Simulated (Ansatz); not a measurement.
## All-electron DFT: Co₂Cl

Cell: model Co₂Cl in the fluorite structure, strained and with atoms displaced.

Computed with DFT, PBE, all-electron PAW datasets generated for the cell (no frozen core), scalar-relativistic valence, Dirac core shells, point nucleus in Ansatz. Brillouin zone: 3×3×3 Γ-centred, Fermi–Dirac smearing of 0.15 eV; a denser mesh would shift the values. For a metal, stress, forces and moments on so few k-points can be far from the converged ones. The run is spin-unpolarised. With Co in the cell, a run with spin could end lower.

Extended XYZ with forces in eV/Å (pressure in GPa):

```xyz
3
Lattice="-2.3506 -0.0148 2.6394 0.0874 2.6323 2.7120 -2.3720 2.5811 -0.0362" Properties=species:S:1:pos:R:3:forces:R:3 pbc="T T T" pressure=22.95
Cl   -0.7792    0.9610    1.7070   -1.3377    1.3400    1.4367
Co   -1.9650    2.2936    3.0036   -1.3387    0.1597    0.0590
Co   -4.4525    5.0193    5.7785    2.6765   -1.4997   -1.4958
```

Stress xx yy zz yz xz xy in GPa, positive in compression: 33.27 16.53 19.04 5.89 -6.67 -6.81.
